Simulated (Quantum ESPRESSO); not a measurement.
One change at a time to AgOsPt2Rh4

These are calculations, not measurements. They come from Quantum ESPRESSO 7.5, a public plane-wave density functional program. Each row is one single-point run on a made-up periodic cell of eight metal atoms, with elements, volume, strain and displacements drawn at random and not relaxed, so a cell may be unstable or far from any real phase. There is no spin polarisation or spin-orbit coupling.

Settings: PBE unless stated; PseudoDojo standard norm-conserving files; Fermi-Dirac width 0.25 eV, which means electrons at about 2900 K; cutoff 1197 eV; 8 x 5 x 3 k mesh shifted half a step off Gamma. E is the free energy of the whole cell (internal energy minus TS), so a -TS column is already part of it. Stress is positive in tension, and the pressure P is minus a third of its trace.

Checks: one run of this series was repeated at a higher cutoff and on a denser mesh, which moved values by no more than 0.004 eV, 0.12 GPa and 0.016 eV/Å, and a second program with other atomic files agreed on it to 2 % rms in force and 0.5 GPa in pressure. Known limits: heavy elements are run without spin-orbit coupling, which real alloys of them have; a spin test at this wide smearing found no moment, but such smearing suppresses magnetism that the real alloy may have.

The lattice is face-centred cubic, and the cell vectors in Å are (0.021, 1.967, 1.950); (-0.070, 4.007, -3.972); (-7.876, -1.974, 1.875), a volume of 123.59 Å³ in run 1. The elements on sites 1 to 8 are Rh Rh Os Pt Rh Pt Rh Ag. Each later run makes one change to run 1 and keeps the rest. E is counted from run 1, and is n/a where other atomic files have another zero of energy.

| run | change | V (Å³) | P (GPa) | -TS (eV) | rms force (eV/Å) | largest change of a force component (eV/Å) | E (eV) |
|---|---|---|---|---|---|---|---|
| 1 | none | 123.59 | -6.00 | -2.177 | 0.670 | 0.000 | 0.000 |
| 2 | sites 1 and 4 exchanged | 123.59 | -5.94 | -2.202 | 0.582 | 0.761 | 0.051 |
| 3 | all lengths scaled by +1.46 % | 129.09 | -13.66 | -2.309 | 0.593 | 0.266 | ? |
| 4 | LDA in place of PBE | 123.59 | -20.56 | -2.175 | 0.632 | 0.132 | n/a |
| 5 | Au on site 1 | 123.59 | 0.29 | -2.006 | 0.676 | 0.832 | n/a |
| 6 | site 7 moved by +0.13 Å along y | 123.59 | -5.19 | -2.188 | 0.762 | 0.812 | 0.155 |

## Worked estimate

Along a uniform scaling dE = -P dV. The mean of the two pressures is -9.830 GPa and the volume changes by 5.50 Å³, with 160.2 GPa to one eV/Å³. The same two rows give -V dP/dV = 176 GPa for this cell with clamped atoms, which is not the bulk modulus of a real alloy.

## Withheld value

Question: what E should run 3 give?

The estimate is 0.337 eV. The calculation gave 0.341 eV. The mean of two end points misses the curvature of P, and the finite cutoff adds a little.
